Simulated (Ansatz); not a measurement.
**Property card for BAs**

BAs:
```xyz
8
Lattice="6.5660 0.0000 0.0000 0.0000 3.4074 0.0000 0.0000 0.0000 5.6664" Properties=species:S:1:pos:R:3 pbc="T T T"
B      1.0566     0.8519     2.2771
B      2.2264     2.5556     5.1103
B      5.5094     2.5556     3.3893
B      4.3395     0.8519     0.5561
As     5.4925     0.8519     2.2139
As     4.3565     2.5556     5.0471
As     1.0735     2.5556     3.4524
As     2.2095     0.8519     0.6193
```

Space group Pnma (No. 62); conventional cell a = 6.5660 Å, b = 3.4074 Å, c = 5.6664 Å, α = β = γ = 90.00°.

Method: the program Ansatz at the r²SCAN+D4 level (PAW). Geometry: relaxed at this level of theory. Other levels are named where they apply.

### Cell and energy

```yaml
volume_per_atom: 15.85 Å³
density: 4.49 g/cm³
Formation energy from the elements (no fitted shifts): 17 kJ/mol of atoms
```

### Electronic structure

```yaml
band_gap: 0.54 eV (indirect)
valence_band_maximum: at Γ
conduction_band_minimum: at U (k = 0.500, 0.000, 0.500 in fractions of the reciprocal vectors)
smallest_direct_gap_on_the_standard_path: 1.21 eV
hole_effective_mass: 0.15, 0.44, 0.82 mₑ (principal values)
Hole effective mass with spin–orbit coupling: 0.15, 0.44, 0.83 mₑ (principal values)
HSE06 gap on the r²SCAN+D4 cell: 1.08 eV
Gap with spin–orbit coupling: 0.54 eV
```

### Mechanics

```yaml
Bulk modulus (Birch–Murnaghan fit): 108 GPa
Pressure derivative B′: 3.0
Elastic constants (relaxed ions, GPa): C11 = 143, C22 = 256, C33 = 222, C12 = 55.9, C13 = 113, C23 = 33.5, C44 = 85.9, C55 = 101, C66 = 67.0
mechanical_stability: stable (all eigenvalues of C positive)
hill_bulk_and_shear_moduli: 112 and 70.8 GPa
Young's modulus: 176 GPa
Poisson's ratio: 0.24
debye_temperature_from_the_elastic_constants: 522 K
```

### Charges

```yaml
bader_charges: B +0.20, As -0.20 e
```

The start of the workflow was typed in or built on a structure type; neither database checked (COD, Materials Project) lists it. It is not the phase usual at ambient conditions (space group No. 216). Symmetry was held in the r²SCAN+D4 relaxation; its stability against distortions is not shown here. The volume moved by 25 % from the start of the relaxation. Its formation energy is positive at this level, so the cell may be metastable or incomplete. The references are the lowest solids computed at this level, not always the standard phases. Spin–orbit coupling is left out wherever it is not named.

Potentials: the later of the program's two PAW sets.
